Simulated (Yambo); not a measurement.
RPA spectrum of MgS (rock salt, space group Fm-3m, No. 225) on PBEsol bands in Yambo (16×16×16 mesh, 27 bands, 4 Ry local-field block, 0.2 eV broadening; field along x). CGrdSpXd merges neighbouring transition energies to save time; the report line [X-CG] gives the poles kept by one of the 4 MPI tasks, and where the merging fails may depend on that split.

```json
[
 {"CGrdSpXd asked (%)": "100", "share reached (%)": "100", "poles used (one task)": "2705", "static ε": "5.14", "largest change of Im ε (% of its maximum)": "0.0", "rough time": "1"},
 {"CGrdSpXd asked (%)": "70", "share reached (%)": "69", "poles used (one task)": "1893", "static ε": "5.14", "largest change of Im ε (% of its maximum)": "0.1", "rough time": "within a factor of two"},
 {"CGrdSpXd asked (%)": "30", "share reached (%)": "29", "poles used (one task)": "809", "static ε": "5.14", "largest change of Im ε (% of its maximum)": "0.8", "rough time": "within a factor of two"},
 {"CGrdSpXd asked (%)": "15", "share reached (%)": "1", "poles used (one task)": "42", "static ε": "5.36", "largest change of Im ε (% of its maximum)": "68", "rough time": "within a factor of two"},
 {"CGrdSpXd asked (%)": "5", "share reached (%)": "1", "poles used (one task)": "42", "static ε": "5.36", "largest change of Im ε (% of its maximum)": "68", "rough time": "within a factor of two"}
]
```

All runs end normally. In the runs at 15 %, 5 % few poles are left or the spectrum changes by over a quarter of its peak, and no warning says so. Times are rough ratios from shared machines. The k mesh wasn't tested; the rows compare only with each other.

Geometry relaxed with PBEsol; primitive cell a = 3.6650 Å, b = 3.6650 Å, c = 3.6650 Å, α = 60.00°, β = 60.00°, γ = 60.00°.
